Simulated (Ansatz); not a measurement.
This RbHBr₂ structure is the end of a relaxation. The cell was found from a structure generator's guess, not taken from experiment.

Method: Ansatz 0.2.0, DFT PBE, scalar-relativistic, plane waves, PAW. Cutoff 420 eV, Γ-centred mesh, Gaussian smearing, no spin polarisation.

```yaml
crystal:
  lattice:
    - [6.76808, 0.00000, 0.00000]
    - [0.00000, 6.76808, 0.00000]
    - [0.00000, 0.00000, 4.84922]
  atoms:
    - { symbol: Rb, position: [0.00000, 0.00000, 0.00000] }
    - { symbol: H, position: [0.00000, 0.00000, 0.50000] }
    - { symbol: Br, position: [0.50000, 0.00000, 0.00000] }
    - { symbol: Br, position: [0.00000, 0.50000, 0.00000] }
```

Energies over the elements count from the elements' standard structures at the same level (H₂ as a molecule), with no fitted energy shifts. The references include crystalline Br.

Q: Find its symmetry and describe it.

A: P4/mmm (No. 123). Conventional cell: a = 6.768 Å, c = 4.849 Å. Rb is surrounded by 2 H at 2.42 Å and 4 Br at 3.38 Å; H has 2 Rb at 2.42 Å; around Br lie 2 Rb at 3.38 Å.

Q: What is its formation energy per atom?

A: +0.27 eV/atom. A positive value: parting into the elements would lower its energy.

Q: Is it a metal?

A: Yes, bands cross the Fermi level on the 8×8×10 mesh.

Q: From what recipe could a structure generator have reached it?

A: One such recipe: ordered mixture on the anion sites of rhenium trioxide (P4/mmm, No. 123). Other recipes can lead to the same cell.

The last run used an 8×8×10 mesh (in the run's order of axes) for its 4-atom cell and Gaussian smearing of 0.10 eV. The cell is a metal run without spin; a magnetic state may lie lower. The reference form of Br is held partly by dispersion forces, which this level lacks. With hydrogen, zero-point motion can shift formation energies by some tens of meV/atom. A structure relaxed within its symmetry needn't be a true minimum.
